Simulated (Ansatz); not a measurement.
## Si (Fd-3m) as a strained film

```
Si
1.0
     2.72207    2.72207    0.00000
    -2.72207    2.72207    0.00000
     0.00000    2.72207    2.72207
Si
2
Direct
  0.25000 0.75000 0.50000
  0.00000 0.00000 0.00000
```

This cell was relaxed by PAW under r²SCAN. A film on a (001) substrate is mimicked by stretching x and y by ε∥; the length along z and the atoms then relax by PAW (default files of Ansatz 0.2.0, cutoff 500 eV, stress met within about 0.05 GPa). Stress and levels come from r²SCAN, PAW on Ansatz 0.2.0's default frozen-core files (fitted under PBE), scalar-relativistic; k mesh 8×8×8, fixed occupations, cutoff 500 eV. Conduction levels are in eV over the valence top, at fixed fractional wave vectors («min» is a refined band extremum of the unstrained crystal off the named points).

```csv
ε∥ (%),ε⊥ (%),"σ∥ (GPa, tension positive)",min ⊥ z,min ∥ z,X ⊥ z,X ∥ z,2nd valence level at Γ,3rd
-2.0,1.462,-3.93,0.524,0.853,0.680,0.977,0.000,-0.276
-1.0,0.736,-1.91,0.648,0.813,0.801,0.949,0.000,-0.134
-0.5,0.372,-0.94,0.709,0.792,0.860,0.934,0.000,-0.066
0.0,0.000,-0.01,0.770,0.770,0.919,0.919,0.000,0.000
0.5,-0.359,0.90,0.765,0.685,0.913,0.841,-0.064,-0.064
1.0,?,?,?,?,?,?,?,?
2.0,-1.461,3.46,0.757,0.434,0.899,0.612,-0.246,-0.246
```

The last two columns are counted from the highest valence level at Γ.

Task: How does the film contract along z, and how stiff is it in the plane?

Result: Quadratic fits through the 6 rows shown have slopes dε⊥/dε∥ = -0.731 and dσ∥/dε∥ = 184.9 GPa at zero strain. Elasticity asks −2C12/C11 = -0.734 and C11 + C12 − 2C12²/C11 = 184.4 GPa, from PAW constants C11 = 168.0, C12 = 61.7 GPa. At the level of the σ∥ column the films keep up to 0.02 GPa along z against the unstrained cell; this and the cubic term, which a quadratic fit over ±2 % leaves out, limit the agreement.

Task: Which shear deformation potential b does the valence splitting give?

Result: Without spin-orbit coupling the single level moves against the pair by 3b(ε⊥ − ε∥): -0.0665 eV at ε⊥ − ε∥ = 0.00872 and 0.0637 eV at -0.00859, so b = -2.51 eV.

Task: And the uniaxial potential of the lowest valleys?

Result: The valley along z moves against those in the plane by Ξu(ε⊥ − ε∥): from 0.0822 to -0.0807 eV between the two smallest strains, so Ξu = 9.41 eV.

Task: Fill the row at ε∥ = 1.0 %.

Result: The fits give ε⊥ = -0.727 % and σ∥ = 1.78 GPa. Computed: ε⊥ (%) = -0.725, σ∥ (GPa, tension positive) = 1.78, min ⊥ z = 0.762, min ∥ z = 0.600, X ⊥ z = 0.907, X ∥ z = 0.763, 2nd valence level at Γ = -0.126, 3rd = -0.126. The levels have a kink at zero strain, where another valence state takes the top, so one parabola doesn't fit them.

Task: What is the slope of the gap under small compression and under small tension?

Result: dE_g/dε∥ is 121 meV per % on the compressed side and -170 on the stretched side, so the gap falls either way. The lowest conduction level lies at min ⊥ z under the strongest compression and at min ∥ z under the strongest tension.

Keep in mind: frozen-core PAW files fitted under PBE, their cores solved anew for the functional of the run; semilocal gaps are low, and the spacing of valleys can be off by tenths of an eV; levels are read at fixed fractional k, so an edge that moves off these points is missed.
